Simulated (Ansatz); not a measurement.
Input file for Ansatz (a program for electronic structure):

Ansatz 0.2 input:
```yaml
crystal:
  lattice:
    - [-2.002085393, 2.0270872989, 6.3313273851]
    - [2.002085393, -2.0270872989, 6.3313273851]
    - [2.002085393, 2.0270872989, -6.3313273851]
  atoms:
    - { symbol: Sr, position: [0.6452704135, 0.6452704135, 0.0] }
    - { symbol: Sr, position: [0.3547295865, 0.3547295865, 0.0] }
    - { symbol: Ta, position: [0.0, 0.0, 0.0] }
    - { symbol: N, position: [0.5, 0.0, 0.5] }
    - { symbol: O, position: [0.8394917628, 0.8394917628, 0.0] }
    - { symbol: O, position: [0.1605082372, 0.1605082372, 0.0] }
    - { symbol: O, position: [0.0, 0.5, 0.5] }
kpoints:
  mp_grid: { grid: [10, 10, 10] }
hamiltonian:
  xc: r2scan
  pseudopotentials: { kind: paw }
scf:
  occupations: { method: fixed }
elastic: { mode: relaxed_ion, stencil: two_point, amplitude: 0.005, f_tol: 0.0005 }
```

Output (shortened):

```
Pseudopotentials: kind: paw
Pseudopotential: Sr, paw, valence charge 10
Pseudopotential: Ta, paw, valence charge 13
Pseudopotential: N, paw, valence charge 5
Pseudopotential: O, paw, valence charge 6
Functional definition: r2SCAN
Crystal: 7 atoms, lattice volume = 102.780 Å³
Basis set: ecut = 500 eV, 2655 PW (Γ), exchange–correlation on 216×216×216 points (64 copies of the dense FFT grid, shifted against one another)
Bands: 35, of which v1, the nominal top of the filled ones, is band 28 counted from 1 (27 counted from 0)
Symmetry: 8 space group operations
Space group: Immm (ITA 71), of the structure as read, at distance tolerance 4.7e-5 Å
k-points: 171 of 1000
PAW frozen core: Sr, regenerated for the run's functional
PAW frozen core: Ta, regenerated for the run's functional
PAW frozen core: N, regenerated for the run's functional
PAW frozen core: O, regenerated for the run's functional
Initial wavefunctions: pseudopotential atomic-orbital guess
Eigensolver: davidson
Functional: x = r2scan, c = r2scan; τ floored in thin density (d = 2e-4 eV/Å³)
all-band conjugate gradients solve this SCF's bands
SCF 1 converged in 13 iterations: F = -19156.562711 eV  dr2 = 2.57e-14
Crystal: 7 atoms, lattice volume = 102.780 Å³
Initial density: handed on by an earlier stage of this run
Initial wavefunctions: those handed on with the density
SCF 2 converged in 2 iterations: F = -19156.562711 eV  dr2 = 5.20e-15
Crystal: 7 atoms, lattice volume = 102.266 Å³
Basis set: ecut = 500 eV, 2639 PW (Γ), exchange–correlation on 216×216×216 points (64 copies of the dense FFT grid, shifted against one another)
Initial wavefunctions: pseudopotential atomic-orbital guess (no wavefunctions were taken with the density)
SCF 3 converged in 14 iterations: F = -19156.560151 eV  dr2 = 3.68e-15
relax step   1: F+E_penalty+E_count = -19156.56015051 eV  Δ(F+E_penalty+E_count) = +0.000e0 eV  max|allowed force component| = 2.734e-2 eV/Å  Δτ_max = 0.0000 Å  (14 SCF iters, accepted)
density extrapolation: transplant  |δρ|_rms = 5.134e-2 e/Å³  SAD shift = 4.827e-3 e/Å³
[...]
Crystal: 7 atoms, lattice volume = 102.780 Å³
SCF 50 converged in 11 iterations: F = -19156.562178 eV  dr2 = 7.43e-14
relax step   2: F+E_penalty+E_count = -19156.56217791 eV  Δ(F+E_penalty+E_count) = -2.431e-4 eV  max|allowed force component| = 3.996e-3 eV/Å  Δτ_max = 0.0066 Å  (11 SCF iters, accepted)
density extrapolation: transplant  |δρ|_rms = 5.122e-2 e/Å³  SAD shift = 1.006e-3 e/Å³
Crystal: 7 atoms, lattice volume = 102.780 Å³
SCF 51 converged in 10 iterations: F = -19156.562167 eV  dr2 = 6.48e-14
relax step   3: F+E_penalty+E_count = -19156.56216653 eV  Δ(F+E_penalty+E_count) = +1.139e-5 eV  max|allowed force component| = 1.299e-2 eV/Å  Δτ_max = 0.0013 Å  (10 SCF iters, rejected (line search))
density extrapolation: transplant  |δρ|_rms = 5.122e-2 e/Å³  SAD shift = 7.656e-4 e/Å³
Crystal: 7 atoms, lattice volume = 102.780 Å³
SCF 52 converged in 10 iterations: F = -19156.562179 eV  dr2 = 4.15e-14
relax step   4: F+E_penalty+E_count = -19156.56217911 eV  Δ(F+E_penalty+E_count) = -1.202e-6 eV  max|allowed force component| = 7.908e-4 eV/Å  Δτ_max = 0.0003 Å  (10 SCF iters, accepted)
density extrapolation: transplant  |δρ|_rms = 5.122e-2 e/Å³  SAD shift = 2.107e-5 e/Å³
Crystal: 7 atoms, lattice volume = 102.780 Å³
SCF 53 converged in 6 iterations: F = -19156.562179 eV  dr2 = 7.27e-14
relax step   5: F+E_penalty+E_count = -19156.56217913 eV  Δ(F+E_penalty+E_count) = -1.853e-8 eV  max|allowed force component| = 4.400e-4 eV/Å  Δτ_max = 0.0000 Å  (6 SCF iters, accepted)
Crystal: 7 atoms, lattice volume = 102.780 Å³
SCF 54 converged in 2 iterations: F = -19156.562179 eV  dr2 = 2.09e-14
Crystal: 7 atoms, lattice volume = 102.780 Å³
SCF 55 converged in 12 iterations: F = -19156.562025 eV  dr2 = 3.12e-15
relax step   1: F+E_penalty+E_count = -19156.56202512 eV  Δ(F+E_penalty+E_count) = +0.000e0 eV  max|allowed force component| = 9.425e-5 eV/Å  Δτ_max = 0.0000 Å  (12 SCF iters, accepted)
Crystal: 7 atoms, lattice volume = 102.780 Å³
SCF 56 converged in 2 iterations: F = -19156.562025 eV  dr2 = 2.29e-15
Crystal: 7 atoms, lattice volume = 102.780 Å³
SCF 57 converged in 12 iterations: F = -19156.562025 eV  dr2 = 3.78e-15
relax step   1: F+E_penalty+E_count = -19156.56202512 eV  Δ(F+E_penalty+E_count) = +0.000e0 eV  max|allowed force component| = 9.426e-5 eV/Å  Δτ_max = 0.0000 Å  (12 SCF iters, accepted)
Crystal: 7 atoms, lattice volume = 102.780 Å³
SCF 58 converged in 2 iterations: F = -19156.562025 eV  dr2 = 2.76e-15
SCF converged after 2 iterations
Free energy (F): -19156.562711 eV
Harris-Foulkes:  -19156.562711 eV  (|F-HF|=1.09e-11)
Internal energy: -19156.562711 eV  (E = F + TS)
E sigma→0 (E₀):  -19156.562711 eV
Fermi energy:    10.432281 eV
--- Per-component energies (eV) ---
  E_band       = -332.848401
  E_kinetic    = 1521.225383
  E_local      = -3455.989263  (includes V_loc(G=0)·N_el)
  E_nonlocal   = 603.653004
  E_hartree    = 1130.572959
  E_xc         = -816.041602
  E_vxc        = -985.128470  (∫ρ·V_xc dr)
  E_paw        = -14462.517404  (= ΣΔE_a)
  E_vpaw       = -333.243448  (= ΣTr[D̂ρ^β])
  E_aug_tail   = 0.003156  (compensation charges beyond the density's cutoff)
  E_vtau       = 55.485319  (kinetic-family band-sum trace: ∫τ·v_τ [+ j·A + Jᵃ·Aᵃ] dr)
  E_ewald      = -3676.295203
  E_core_change = -1.173741  (= ΣΔE_core)
  E_smearing   =  0.000000  (= −TS)
  E_closure    =  0.000000  (closes the sum)
  Σ components = -19156.562711   (vs F -19156.562711, Δ=0.00e0)
--- Forces (eV/Å), atoms counted from 1 ---
  atom   1  Sr     0.00000000     0.00000000    -0.00013162
  atom   2  Sr     0.00000000     0.00000000     0.00013162
  atom   3  Ta     0.00000000     0.00000000     0.00000000
  atom   4  N      0.00000000     0.00000000     0.00000000
  atom   5  O      0.00000000     0.00000000     0.00006456
  atom   6  O      0.00000000     0.00000000    -0.00006456
  atom   7  O      0.00000000     0.00000000     0.00000000
  max |Σ_I F_I| component: 0.0 eV/Å
--- Stress (GPa, compression-positive) ---
        0.001330       0.000000       0.000000
        0.000000      -0.002931       0.000000
        0.000000       0.000000       0.000356
  P = ⅓ Tr σ = -0.0004 GPa (-0.004 kbar)
  The stress holds the Pulay correction. Without it, at fixed plane waves, as pw.x and ABINIT print it: P = -0.0521 GPa
  The stress includes an estimate of the error left by incomplete SCF convergence (largest component 0.0000 GPa).
--- Band table (eV; the first three rows and the last of 171) ---
  k-point 0: bands = ["-59.5900", "-25.6474", "-25.5125", "-25.3048", "-24.7967", "-24.7243", "-9.9676", "-8.3989", "-7.7801", "-6.2705", "-6.2505", "-6.1951", "-6.1730", "-6.0984", "-5.7745", "-3.3261", "5.7165", "6.0970", "6.2173", "6.3069", "7.1473", …
  k-point 1: bands = ["-59.5899", "-25.6593", "-25.5100", "-25.3110", "-24.7886", "-24.7259", "-9.8736", "-8.4324", "-7.8382", "-6.3116", "-6.2662", "-6.1619", "-6.1423", "-6.0293", "-5.7595", "-3.2237", "5.6545", "5.8071", "5.9780", "6.1566", "6.9283", …
  k-point 2: bands = ["-59.5897", "-25.6889", "-25.5041", "-25.3251", "-24.7713", "-24.7289", "-9.6207", "-8.4770", "-7.9274", "-6.3783", "-6.3172", "-6.1017", "-6.0858", "-5.9833", "-5.7245", "-2.9308", "5.0910", "5.3655", "5.4602", "6.0153", "6.5136", …
  k-point 170: bands = ["-59.5900", "-25.6474", "-25.5158", "-25.3048", "-24.7609", "-24.7565", "-9.9983", "-8.2419", "-7.9418", "-6.3092", "-6.2101", "-6.1542", "-6.0859", "-6.0592", "-5.8800", "-3.3745", "5.9385", "6.2364", "6.2439", "6.3478", "7.2179", …
  band table: 35 of 35 bands, residual norms ≤ 1.0e-3 eV
--- Elastic constants: 6 strain directions × 2 members + reference (group order 8) ---
  dense FFT box of the reference and of every strained cell: 54×54×54
  strains applied: 11, 22, 33, 23, 13, 12; error gains …
  C = ∂σ_k/∂η_j (tension-positive GPa; Voigt order 11 22 33 23 13 12):
       306.329     61.326     84.157      0.000      0.000      0.000
        61.321    325.709     72.091      0.000      0.000      0.000
        84.147     72.093    261.679      0.000      0.000      0.000
         0.000      0.000      0.000     66.829      0.000      0.000
         0.000      0.000      0.000      0.000     66.350      0.000
         0.000      0.000      0.000      0.000      0.000     85.670
  reference stress σ⁰ (GPa):     -0.001      0.003      0.000      0.000      0.000      0.000
  moduli (Voigt/Reuss/Hill, GPa): K = 147.65/147.11/147.38   G = 88.85/83.54/86.19   E = 216.39   ν = 0.255
  mechanically stable: yes (min eigenvalue of sym C = 66.35 GPa)
  strain η (Voigt 11):  stress-route row diagonal C_11 = 306.33 GPa, energy-path curvature d²(F+E_count+ΔE)/dδ²/Ω₀ = 306.28 GPa
         δ    σ_11 (GPa)             F (eV)   n_scf  n_hpsi   n_pw
    -5.000e-3      -1.5726      -19156.5602137       2   51985   2639   relax 5 steps, max|allowed force component| 1.45e-6 eV/Å
     5.000e-3       1.4907      -19156.5603045       2   51955   2671   relax 3 steps, max|allowed force component| 1.00e-6 eV/Å
  strain η (Voigt 22):  stress-route row diagonal C_22 = 325.71 GPa, energy-path curvature d²(F+E_count+ΔE)/dδ²/Ω₀ = 325.67 GPa
         δ    σ_22 (GPa)             F (eV)   n_scf  n_hpsi   n_pw
    -5.000e-3      -1.6683      -19156.5600703       2   52020   2635   relax 5 steps, max|allowed force component| 6.50e-5 eV/Å
     5.000e-3       1.5888      -19156.5601373       2   52005   2671   relax 2 steps, max|allowed force component| 4.93e-4 eV/Å
  strain η (Voigt 33):  stress-route row diagonal C_33 = 261.68 GPa, energy-path curvature d²(F+E_count+ΔE)/dδ²/Ω₀ = 261.67 GPa
         δ    σ_33 (GPa)             F (eV)   n_scf  n_hpsi   n_pw
    -5.000e-3      -1.3432      -19156.5605755       2   52011   2635   relax 6 steps, max|allowed force component| 3.60e-6 eV/Å
     5.000e-3       1.2736      -19156.5606490       2   52032   2671   relax 3 steps, max|allowed force component| 2.39e-4 eV/Å
  strain η (Voigt 23):  stress-route row diagonal C_44 = 66.83 GPa, energy-path curvature d²(F+E_count+ΔE)/dδ²/Ω₀ = 66.83 GPa
         δ    σ_23 (GPa)             F (eV)   n_scf  n_hpsi   n_pw
    -5.000e-3      -0.3341      -19156.5621758       2   85796   2665   relax 4 steps, max|allowed force component| 4.33e-4 eV/Å
     5.000e-3       0.3341      -19156.5621758       2   85841   2665   relax 4 steps, max|allowed force component| 1.00e-4 eV/Å
  strain η (Voigt 13):  stress-route row diagonal C_55 = 66.35 GPa, energy-path curvature d²(F+E_count+ΔE)/dδ²/Ω₀ = 66.35 GPa
         δ    σ_13 (GPa)             F (eV)   n_scf  n_hpsi   n_pw
    -5.000e-3      -0.3318      -19156.5621791       2   85817   2655   relax 5 steps, max|allowed force component| 4.11e-4 eV/Å
     5.000e-3       0.3318      -19156.5621791       2   85806   2655   relax 5 steps, max|allowed force component| 4.40e-4 eV/Å
  strain η (Voigt 12):  stress-route row diagonal C_66 = 85.67 GPa, energy-path curvature d²(F+E_count+ΔE)/dδ²/Ω₀ = 85.67 GPa
         δ    σ_12 (GPa)             F (eV)   n_scf  n_hpsi   n_pw
    -5.000e-3      -0.4283      -19156.5620251       2   86288   2655   relax 1 steps, max|allowed force component| 9.42e-5 eV/Å
     5.000e-3       0.4283      -19156.5620251       2   86311   2655   relax 1 steps, max|allowed force component| 9.43e-5 eV/Å
```

Cost: roughly 50 core-minutes on shared cores.

The first step of the workflow began from a Materials Project structure, measured or hypothetical; the Crystallography Open Database copy checked does not list it. With N and O taken as one species the cell has the higher symmetry I4/mmm, so it may be an ordered model of a mixed-site phase. Its standing as an ambient phase is unchecked. The cell was relaxed with r²SCAN under the symmetry of its start; whether a distortion lowers the energy is not shown. The run is not spin-polarised. Spin–orbit coupling is left out wherever it is not named.

Potentials: the later of the program's two PAW sets.

Ansatz is a plane-wave DFT program.
